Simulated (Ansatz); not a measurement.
Level of theory: Ansatz 0.2.0, DFT PBE, scalar-relativistic, plane waves, PAW. Settings: cutoff 420 eV, Γ-centred meshes spaced at most about 0.3 Å⁻¹, and about 0.25 Å⁻¹ or finer for metals (2π included), Gaussian smearing. No spin polarisation in the final relaxations.

These are static total energies at zero pressure.

Compare these two cells of Zn4SnN, each relaxed at this level.

A.

```
Zn Sn N
1.0
     3.63646    0.00000    0.00000
     0.00000    3.63646    0.00000
     0.00000    0.00000    7.89407
Zn Sn N
4 1 1
Cartesian
  1.8182 0.0000 5.3661
  0.0000 1.8182 2.5280
  1.8182 0.0000 2.5280
  0.0000 1.8182 5.3661
  0.0000 0.0000 0.0000
  1.8182 1.8182 3.9470
```

B.

```
Zn Sn N
1.0
     0.00000    3.63531    3.63531
     3.63531    0.00000    3.63531
     3.63531    3.63531    0.00000
Zn Sn N
4 1 1
Direct
  0.12424 0.12424 0.62727
  0.62727 0.12424 0.12424
  0.12424 0.12424 0.12424
  0.12424 0.62727 0.12424
  0.50000 0.50000 0.50000
  0.75000 0.75000 0.75000
```

Question: Which is lower in energy, and by how much?

Answer: A is lower, by 0.39 eV/atom. A has space group P4/mmm (No. 123), 17.4 Å³/atom and no gap on its mesh; B has space group F-43m (No. 216), 16.0 Å³/atom and no gap. The shortest distance is 2.31 Å (Zn–N) in A and 2.56 Å (Zn–Zn) in B. The lower one is the more open, so pressure narrows the difference. Even the lower one lies +0.38 eV/atom against the reference forms of the elements (uncorrected), so neither is stable at this level. In A, around Zn lie 2 N at 2.31 Å, 4 Zn at 2.57 Å, 1 Zn at 2.84 Å and 2 Sn at 3.11 Å; Sn has 8 Zn at 3.11 Å and 4 Sn at 3.64 Å; around N lie 8 Zn at 2.31 Å. In B, Zn is surrounded by 6 Zn at 2.56–2.59 Å, 3 N at 3.01 Å and 3 Sn at 3.02 Å; Sn has 12 Zn at 3.02 Å and 4 N at 3.15 Å; around N lie 12 Zn at 3.01 Å and 4 Sn at 3.15 Å (long contacts). Both come from invented guesses.

A magnetic state wasn't ruled out in cells without spin, among them F-43m. Cells relaxed within their symmetry can be saddle points.
